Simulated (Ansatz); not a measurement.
Ta2C in space group P-3m1 (No. 164; Ta on 2d, C on 1a) under volume change, plane-wave PAW r²SCAN (Ansatz code), shape and atoms relaxed at each volume.

| V (Å³/atom) | E − E(relaxed) (meV/atom) | P (GPa) |
|---|---|---|
| 12.559 | 112.3 | 31.40 |
| 12.973 | 47.2 | 19.27 |
| 13.387 | 11.2 | 8.89 |
| 13.801 | 0.0 | 0.00 |
| 14.215 | 10.1 | -7.59 |
| 14.629 | 38.3 | -14.06 |
| 15.043 | 81.9 | -19.53 |

Problem. What does a third-order Birch–Murnaghan fit give for V₀, B₀ and B′?

Solution. V₀ = 13.80 Å³/atom, B₀ = 273 GPa, B′ = 4.2.

The workflow started from an entry of the Crystallography Open Database (COD, 293 K). Its standing as an ambient phase is unchecked. The cell was relaxed with r²SCAN under the symmetry of its start; whether a distortion lowers the energy is not shown. No spin polarisation was allowed. Spin–orbit coupling is left out wherever it is not named.

Potentials: the later of the program's two PAW sets.
